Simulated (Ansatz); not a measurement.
## Profile along the Sc–Pt line in ScPt3 (Cu3Au type)

ScPt3 (Cu3Au type)

```
CELL_PARAMETERS angstrom
      3.92239     0.00000     0.00000
      0.00000     3.92239     0.00000
      0.00000     0.00000     3.92239
ATOMIC_POSITIONS crystal
  Sc 0.00000 0.00000 0.00000
  Pt 0.50000 0.50000 0.00000
  Pt 0.00000 0.50000 0.50000
  Pt 0.50000 0.00000 0.50000
```

Fields along a shortest Sc–Pt line of a {110} plane (2.77 Å), from Sc to Pt, interpolated on the slice's grid (step about 0.3 Å). Calculation: LDA (plane waves to 420 eV, PAW, scalar-relativistic; Ansatz, an electronic-structure program). k mesh 12×12×12. These are valence fields of a PAW run, semicore shells included where kept as valence: close to a nucleus they are smooth pseudo fields. ScPt3 is run without spin polarisation. ScPt3 was relaxed with its symmetry unable to fall. Spin-orbit coupling is left out, though Pt is heavy.

```csv
distance from Sc (Å),valence electron density (e/Å³),electron localisation function
0.00,7.39,x
0.28,6.96,x
0.55,3.79,0.74
0.83,0.93,0.47
1.11,0.28,0.10
1.39,0.29,0.27
1.66,0.59,0.37
1.94,1.95,0.50
2.22,6.12,0.65
2.49,10.51,x
2.77,12.07,x
```

x: too close to a nucleus for the ELF to mean much.

Density on the Sc–Pt line (2.77 Å) at its density minimum, 1.2 Å from Sc: 0.25 e/Å³. ELF at that point: 0.1.
